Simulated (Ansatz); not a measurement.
**Is this CaC₈ structure a true minimum?**

The cell was found from a structure generator's guess, not taken from experiment.

The calculation used Ansatz, DFT PBE+D3(BJ), scalar-relativistic, plane waves, PAW. Settings: cutoff 420 eV, Γ-centred mesh 12×12×10 on the computed 9-atom cell, Gaussian smearing of 0.10 eV; no spin polarisation.

The cell below (9 atoms, space group P6/mmm (No. 191)) is relaxed within its symmetry.

```xyz
9
Lattice="4.9988 0.0000 0.0000 -2.4994 4.3291 0.0000 0.0000 0.0000 4.3661" Properties=species:S:1:pos:R:3 pbc="T T T"
Ca    0.0000    0.0000    2.1830
C     1.2579    0.7262    0.0000
C     0.0000    2.8860    0.0000
C     3.7409    0.7262    0.0000
C     2.4994    2.8766    0.0000
C     0.0000    1.4525    0.0000
C    -1.2415    3.6028    0.0000
C     2.4994    1.4430    0.0000
C     1.2415    3.6028    0.0000
```

For the test it was strained at random (σ = 1.5 % a component), the atoms were moved at random (σ = 0.10 Å), and all was relaxed again on a coarse 6×6×6 mesh (in the run’s order of axes) with 0.20 eV smearing, with no symmetry imposed.

Problem. Is the structure stable against such a distortion?

Solution. It returns, within 1 meV/atom of the unmoved cell on that mesh and with the same symmetry when read at 0.1 Å (C2/m at 0.01 Å, so small strains and shifts remain). No instability shows in this cell; modes of other wave vectors, which need another repeat, aren't tested.
